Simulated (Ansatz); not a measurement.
Consider the following.

BaBiO3:
```
BaBiO3
1.0
    5.24254     3.02985     0.00000
   -5.24254     3.02985     0.00000
   -3.54557     0.00000     5.00620
Ba Bi O
2 2 6
Direct
  0.24871   0.75129   0.74004
  0.75129   0.24871   0.25996
  0.00000   0.00000   0.00000
  0.50000   0.50000   0.50000
  0.25984   0.74016   0.17914
  0.74016   0.25984   0.82086
  0.21084   0.30177   0.69361
  0.30177   0.21084   0.30639
  0.78916   0.69823   0.30639
  0.69823   0.78916   0.69361
```

This is the LDA-relaxed structure.

Problem. All from the program Ansatz at the LDA level (PAW), unless another level is named. Give the hole effective mass.

Solution. 0.47, 0.47, 2.5 mₑ (principal values).

Problem. Next, the electron effective mass?

Solution. 0.14, 0.40, 0.44 mₑ (principal values).

Problem. What about the band gap?

Solution. 0.07 eV (indirect).

Problem. Next, the weight of the conduction-edge state by species (Voronoi cells)?

Solution. O 66 %, Bi 32 %, Ba 2 %.

Space group C2/m. The workflow started from an entry of the Crystallography Open Database (COD), which files this formula under 4 space groups. Its standing as an ambient phase is unchecked. The LDA relaxation kept the symmetry of its start; of distortions, only those at the zone centre were tested. Scalar-relativistic: spin–orbit coupling is off unless named, which matters more the heavier the elements.

Potentials: the later of the program's two PAW sets.
